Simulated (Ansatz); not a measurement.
Problem. Name crystals whose computed values (plane-wave PAW r²SCAN (Ansatz code)) fall in these windows: B₀ by P(V) fit (GPa) 260 to 350; Θ_D (K) 430 to 500.

Solution. 

```csv
crystal,B₀ by P(V) fit (GPa),Θ_D (K)
"CrIr3, Cu3Au type",314,468
"Rh, dhcp (α-La type)",280,466
```
Others may fit too.

Spin orders computed, not proven ground states: CrIr3, Cu3Au type ferrimagnetic. Not the usual ambient phase: Rh, dhcp (α-La type). Standing as an ambient phase not checked: CrIr3, Cu3Au type. Perhaps ordered models of mixed-site phases: CrIr3, Cu3Au type. All cells were relaxed under the symmetry of their starts (and spin orders); stability against distortions was not tested throughout. Rows with no word on spin ran without spin polarisation. Scalar-relativistic: spin–orbit coupling is off unless named, which matters more the heavier the elements.

Potentials: the later of the program's two PAW sets.
